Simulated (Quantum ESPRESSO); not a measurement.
Hf2Pt2W3Mo, one composition in several site orders

A calculation, not a measurement. The program is pw.x of Quantum ESPRESSO 7.5 (plane-wave density functional theory). The cell is made up: eight metal atoms on a hexagonal close-packed lattice, with elements, volume, strain and displacements drawn at random and not relaxed, so it may be unstable or far from any real phase. PseudoDojo standard norm-conserving files set the functional (PBE unless stated); there is no spin polarisation or spin-orbit coupling, the Fermi-Dirac width of 0.25 eV means electrons at about 2900 K, and the masses in the input are unused placeholders. Heavy elements are run without spin-orbit coupling, which real alloys of them have. A spin test at this wide smearing found no moment, but such smearing suppresses magnetism that the real alloy may have.

The runs put one composition on the sites in different orders. Cell, positions, cutoff, mesh and smearing stay as in the input of run 1; sites are counted in its order. Stress in the tables is positive in tension.

Input of run 1:

```
&control calculation='scf', pseudo_dir='./dojo.nc.sr.pbe.v0_5.standard.upf', outdir='./o', disk_io='minimal', tprnfor=.true., tstress=.true. /
&system ibrav=0, nat=8, ntyp=4, nbnd=76, ecutwfc=84.00895049, nosym=.true., tot_charge=0,
 occupations='smearing', smearing='fd', degauss=0.0183746611
/
&electrons conv_thr=1.470e-08, electron_maxstep=70, mixing_beta=0.5 /
ATOMIC_SPECIES
Hf 1.0 Hf.upf
Mo 1.0 Mo.upf
Pt 1.0 Pt.upf
W 1.0 W.upf
CELL_PARAMETERS angstrom
-2.8947 -0.0085 -0.024
0.0147 5.0259 -0.0317
1.3626 -2.4496 -9.428
ATOMIC_POSITIONS angstrom
Hf 0.0998 0.0253 0.0465
Pt 0.0613 1.673 -2.3178
W -0.0185 -0.0446 -4.9224
W -0.0904 1.6665 -6.9568
Mo -1.3106 2.6028 -0.0149
Pt -1.4642 4.3393 -2.4028
Hf -1.4995 2.45 -4.9581
W -1.5554 -0.6161 -7.2954
K_POINTS automatic
8 5 3 1 1 1
```

| run | elements on sites 1 to 8 | free energy less that of run 1 (eV) | -TS (eV) | pressure (GPa) | stress xx (GPa) | stress yy (GPa) | stress zz (GPa) | stress yz (GPa) | stress xz (GPa) | stress xy (GPa) | iterations |
| --- | --- | --- | --- | --- | --- | --- | --- | --- | --- | --- | --- |
| 1 | Hf Pt W W Mo Pt Hf W | 0.000 | -1.850 | 6.49 | -10.98 | -4.82 | -3.67 | -2.27 | 1.44 | 1.47 | 21 |
| 2 | Hf Mo Pt W Hf Pt W W | 0.417 | -1.687 | 6.00 | -6.03 | -6.59 | -5.39 | -0.62 | 1.29 | 2.06 | 22 |
| 3 | Hf Pt W W Mo Hf W Pt | -1.221 | -1.612 | 4.26 | -4.70 | 0.42 | -8.50 | -2.09 | 0.86 | 2.40 | 20 |
| 4 | W Hf W Mo Pt Pt Hf W | -0.884 | -1.751 | 3.77 | -4.40 | -1.39 | -5.52 | 0.43 | -0.18 | 1.30 | 20 |
| 5 | Pt Pt W W W Hf Hf Mo | -1.234 | -1.658 | 4.69 | -7.04 | -3.22 | -3.81 | -1.66 | 0.75 | 1.50 | 21 |
| 6 | W W Mo Pt W Hf Hf Pt | -0.495 | -1.672 | 5.54 | -5.17 | -1.85 | -9.59 | -1.87 | -0.70 | 1.24 | 20 |

Forces Fx Fy Fz (eV/Å):

```
site              run 1              run 2             run 3             run 4             run 5              run 6
   1  -0.04 -0.33 -1.31    0.02 0.40 -0.66   -0.30 0.08 1.44  -0.07 -0.09 0.60  -0.27 -0.33 0.36    -0.22 0.56 1.53
   2   -0.12 0.94 -0.28   -0.10 0.27 -2.18  -0.20 0.86 -0.90   -0.20 0.87 0.38  -0.21 1.03 -0.29   -0.42 0.85 -0.36
   3   -0.07 -0.42 1.49   -0.34 -0.52 0.92   -0.19 0.14 0.42   0.08 -0.36 1.64  -0.06 -0.61 0.63    -0.33 0.03 0.74
   4    0.30 0.71 -2.52    0.15 1.77 -0.01   0.01 0.56 -0.81   0.03 1.15 -3.39   0.11 0.60 -4.39    0.30 1.12 -2.88
   5  -0.26 -0.09 -1.15  -0.43 -0.21 -2.15  -0.20 0.29 -1.00  -0.48 0.11 -0.44   0.05 -0.21 0.07  -0.09 -0.20 -0.02
   6   0.38 -1.17 -0.62   0.34 -0.61 -0.45  0.33 -1.15 -2.37  0.40 -0.97 -0.33   0.34 -0.40 0.11   0.28 -0.90 -1.25
   7    -0.06 1.15 4.23    -0.08 1.02 1.54    0.03 0.64 1.87    0.09 0.73 2.19    0.01 0.93 3.94    -0.08 0.48 1.78
   8   -0.13 -0.78 0.16    0.43 -2.13 2.98   0.53 -1.43 1.35  0.15 -1.43 -0.65  0.03 -1.01 -0.44    0.55 -1.95 0.46
```

The sites are displaced and not relaxed, so the energy differences mix bonding between neighbours with strain and are not ordering energies. A rerun of one cell of this series at a higher cutoff and on a denser mesh moved values by no more than 0.015 eV in energy, 0.25 GPa in stress and 0.008 eV/Å in force, and a second program with other atomic files agreed on that cell to 2 % rms in force and 0.5 GPa in pressure.